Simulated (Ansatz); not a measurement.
AlNi3 (Cu3Au type, space group No. 221) under volume change, DFT-PBEsol in the program Ansatz with PAW potentials, scaled uniformly.

```json
[
 {"V (Å³/atom)": "9.916", "E − E(relaxed) (meV/atom)": "66.5", "P (GPa)": "23.72"},
 {"V (Å³/atom)": "10.243", "E − E(relaxed) (meV/atom)": "…", "P (GPa)": "…"},
 {"V (Å³/atom)": "10.569", "E − E(relaxed) (meV/atom)": "6.5", "P (GPa)": "6.62"},
 {"V (Å³/atom)": "10.896", "E − E(relaxed) (meV/atom)": "0.0", "P (GPa)": "-0.01"},
 {"V (Å³/atom)": "11.223", "E − E(relaxed) (meV/atom)": "5.9", "P (GPa)": "-5.63"},
 {"V (Å³/atom)": "11.550", "E − E(relaxed) (meV/atom)": "22.4", "P (GPa)": "-10.38"},
 {"V (Å³/atom)": "11.877", "E − E(relaxed) (meV/atom)": "…", "P (GPa)": "…"}
]
```

**Question.** Some entries are withheld; supply them.

**Answer.** 
- 11.877, E − E(relaxed) (meV/atom): 47.8
- 11.877, P (GPa): -14.41
- 10.243, E − E(relaxed) (meV/atom): 27.8
- 10.243, P (GPa): 14.46

**Question.** What does a third-order Birch–Murnaghan fit give for V₀, B₀ and B′?

**Answer.** V₀ = 10.90 Å³/atom, B₀ = 203 GPa, B′ = 4.5.

Space group Pm-3m (Cu3Au type). The cell was relaxed with PBEsol under the symmetry of its start. Spin order of the final state: ferromagnetic, the only order run, not a proven ground state.

Potentials: the earlier of the program's two PAW sets. The files were generated under PBE; for other functionals the program regenerates the frozen cores, and for LDA and PBEsol the local potential too.
